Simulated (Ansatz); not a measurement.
Te₂Pd₃:
```cif
data_Pd12Te8
_chemical_formula_sum 'Te8 Pd12'
_space_group_name_H-M_alt 'Cmcm'
_space_group_IT_number 63
_space_group_name_Hall '-C 2c 2'
_cell_length_a 3.89332
_cell_length_b 12.82199
_cell_length_c 7.95608
_cell_angle_alpha 90.000
_cell_angle_beta 90.000
_cell_angle_gamma 90.000
loop_
_atom_site_label
_atom_site_type_symbol
_atom_site_symmetry_multiplicity
_atom_site_Wyckoff_symbol
_atom_site_fract_x
_atom_site_fract_y
_atom_site_fract_z
_atom_site_occupancy
Te1 Te 4 a 0.00000 0.00000 0.00000 1
Te2 Te 4 c 0.00000 0.74190 0.25000 1
Pd1 Pd 4 c 0.00000 0.53443 0.25000 1
Pd2 Pd 8 f 0.00000 0.33780 0.06837 1
```
(The calculation used a cell of 10 atoms; values per cell refer to that cell.)

Relaxed with r²SCAN.

**Question.** Which orbitals make up the states near the Fermi level in DFT-r²SCAN in the program Ansatz with PAW potentials?

**Answer.** Within 0.5 eV of the Fermi level: Te 5p 47 %, Pd 4d 45 %, outside the projected shells 5 %. Projections are on Löwdin-orthogonalised atomic valence shells; empty p or d shells of many metals are not among them.

**Question.** Tabulate the density of states.

**Answer.** States/eV per cell of 10 atoms, in 0.25 eV bins, energy from the Fermi level.

| E (eV) | total | Pd 4d | Te 5p | Te 5s |
|---|---|---|---|---|
| -7.85 | 0.00 | 0.00 | 0.00 | 0.00 |
| -7.60 | 0.00 | 0.00 | 0.00 | 0.00 |
| -7.35 | 0.00 | 0.00 | 0.00 | 0.00 |
| -7.10 | 0.54 | 0.12 | 0.39 | 0.00 |
| -6.85 | 1.32 | 0.28 | 0.96 | 0.01 |
| -6.60 | 2.82 | 0.65 | 2.02 | 0.02 |
| -6.35 | 6.71 | 1.80 | 4.59 | 0.03 |
| -6.10 | 8.85 | 2.72 | 5.76 | 0.04 |
| -5.85 | 7.81 | 2.74 | 4.78 | 0.04 |
| -5.60 | 10.00 | 4.75 | 5.05 | 0.04 |
| -5.35 | 9.48 | 4.71 | 4.61 | 0.02 |
| -5.10 | 11.40 | 6.25 | 4.97 | 0.03 |
| -4.85 | 6.51 | 3.70 | 2.69 | 0.02 |
| -4.60 | 10.51 | 6.23 | 4.08 | 0.03 |
| -4.35 | 11.91 | 7.47 | 4.22 | 0.05 |
| -4.10 | 6.62 | 4.70 | 1.79 | 0.04 |
| -3.85 | 15.79 | 14.10 | 1.40 | 0.08 |
| -3.60 | 14.64 | 13.24 | 1.10 | 0.05 |
| -3.35 | 17.48 | 15.90 | 1.19 | 0.10 |
| -3.10 | 16.00 | 14.54 | 1.04 | 0.14 |
| -2.85 | 19.64 | 17.82 | 1.32 | 0.16 |
| -2.60 | 23.88 | 22.16 | 1.24 | 0.12 |
| -2.35 | 23.79 | 22.05 | 1.24 | 0.15 |
| -2.10 | 20.21 | 18.59 | 1.07 | 0.21 |
| -1.85 | 11.72 | 9.87 | 1.28 | 0.22 |
| -1.60 | 6.24 | 4.71 | 1.04 | 0.22 |
| -1.35 | 8.42 | 6.43 | 1.52 | 0.22 |
| -1.10 | 6.92 | 4.65 | 1.85 | 0.19 |
| -0.85 | 6.02 | 3.46 | 2.12 | 0.18 |
| -0.60 | 6.47 | 3.47 | 2.46 | 0.24 |
| -0.35 | 6.69 | 3.27 | 2.89 | 0.21 |
| -0.10 | 6.10 | 2.75 | 2.88 | 0.17 |
| 0.15 | 4.60 | 1.92 | 2.31 | 0.10 |
| 0.40 | 3.54 | 1.37 | 1.86 | 0.08 |
| 0.65 | 4.04 | 1.52 | 2.16 | 0.09 |
| 0.90 | 5.41 | 1.90 | 2.95 | 0.10 |
| 1.15 | 6.45 | 2.13 | 3.65 | 0.09 |
| 1.40 | 4.89 | 1.54 | 2.89 | 0.03 |
| 1.65 | 1.95 | 0.58 | 1.14 | 0.01 |
| 1.90 | 1.23 | 0.32 | 0.67 | 0.00 |
| 2.15 | 0.59 | 0.09 | 0.17 | 0.00 |
| 2.40 | 0.57 | 0.06 | 0.09 | 0.00 |
| 2.65 | 0.99 | 0.08 | 0.11 | 0.01 |
| 2.90 | 1.47 | 0.09 | 0.12 | 0.01 |
| 3.15 | 1.93 | 0.09 | 0.12 | 0.01 |
| 3.40 | 2.94 | 0.12 | 0.17 | 0.02 |
| 3.65 | 3.44 | 0.13 | 0.20 | 0.02 |
| 3.90 | 3.58 | 0.13 | 0.20 | 0.02 |
| 4.15 | 4.17 | 0.14 | 0.22 | 0.02 |
| 4.40 | 4.55 | 0.13 | 0.23 | 0.01 |
| 4.65 | 4.60 | 0.12 | 0.22 | 0.01 |

The workflow started from a Materials Project entry (that database holds measured and hypothetical structures alike); the Crystallography Open Database copy checked does not list it. Its standing as an ambient phase is unchecked. Symmetry was held in the r²SCAN relaxation; its stability against distortions is not shown here. No spin polarisation was allowed. Spin–orbit coupling is left out wherever it is not named.

Potentials: the earlier of the program's two PAW sets.
